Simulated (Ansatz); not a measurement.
Al4C3 in space group R-3m (No. 166; Al on 6c, Al on 6c, C on 6c, C on 3a), r²SCAN in the plane-wave PAW code Ansatz. The conduction-band minimum lies at L, with 3 equivalent valleys. Second derivatives d²E/dk² of the lowest band at one valley (eV·Å²), along Cartesian directions:

```json
[
 {"direction": "[100]", "d²E/dk²": "40.55"},
 {"direction": "[010]", "d²E/dk²": "15.02"},
 {"direction": "[001]", "d²E/dk²": "10.46"},
 {"direction": "[110]", "d²E/dk²": "27.81"},
 {"direction": "[101]", "d²E/dk²": "25.53"},
 {"direction": "[011]", "d²E/dk²": "9.297"}
]
```

### Question
Find the principal effective masses, the density-of-states mass and the conductivity mass.

### Answer
Off-diagonal terms follow from H_xy = H[110] − (H_xx + H_yy)/2, and m*/mₑ = 7.620 eV·Å² over each eigenvalue: 0.19, 0.45, 0.88. One valley's DOS mass (m₁m₂m₃)^(1/3) = 0.42, conductivity mass 3/(Σ 1/mᵢ) = 0.35 mₑ.

### Question
What effective density of states Nc follows at 300 K for parabolic valleys?

### Answer
Nc = 2.509e19 × 3 × (0.42)^(3/2) ≈ 2.0e19 cm⁻³.

The workflow started from a Materials Project entry (that database holds measured and hypothetical structures alike); the Crystallography Open Database files this formula in space group No. 166, but the cells were not matched. Whether it is the stable phase at ambient conditions was not checked. The cell was relaxed with r²SCAN under the symmetry of its start; its stability against distortions is not shown here.

Potentials: the later of the program's two PAW sets.

Edges and masses are those of Kohn–Sham bands, whose gap is no quasiparticle gap.
